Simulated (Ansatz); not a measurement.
SnSe, DFT, LDA, all-electron LAPW, scalar-relativistic (Ansatz 0.2.0), run on 1 thread of Intel(R) Xeon(R) Platinum 8488C (Sapphire Rapids) on a shared host.

The cell comes from COD entry 9008725, which wasn't checked; take it as a given geometry. The listed cell was then made from it by scaling, straining or moving an atom.

Command: `ansatz run input.yaml --threads 1 --pin off --max-ram 3072MiB --backend cpu --events-out ev --progress --plain --runs-dir out`

```yaml
crystal:
  lattice:
    - [0.0, 3.01, 3.0401]
    - [3.01, 0.0, 3.0401]
    - [3.01, 3.01, 0.0]
  atoms:
    - { symbol: Sn, position: [0.0, 0.0, 0.0] }
    - { symbol: Se, position: [0.5, 0.5, 0.5] }
kpoints:
  mp_grid: { grid: [9, 9, 9] }
  band_path:
    path:
      - [0.0, 0.0, 0.0]
      - [0.0, 0.5, 0.5]
      - [0.25, 0.75, 0.5]
      - [0.0, 0.5, 0.0]
      - [0.0, 0.0, 0.0]
      - [0.5, 0.5, 0.0]
      - [0.3725370062, 0.6274629938, 0.0]
      - [-0.3725370062, 0.3725370062, 0.0]
      - [0.0, 0.0, 0.0]
    npoints: 5
scf:
  occupations: { method: fermi_dirac, width: 0.02 }
hamiltonian:
  xc: lda
  pseudopotentials: { kind: all_electron, lapw: { basis_error: 0.00025 } }
output:
  forces: true
  stress: true
  eigenvalues: true
```

Q: How large is the problem that the program sets up?

A: 75 irreducible k-points, 411 plane waves at Γ, 28 bands.

Q: About how long does it take, and how much memory does it use?

A: 18 s of wall time for 7 SCF iterations, with a peak of 0.49 GiB. Times on shared machines scatter by tens of per cent.
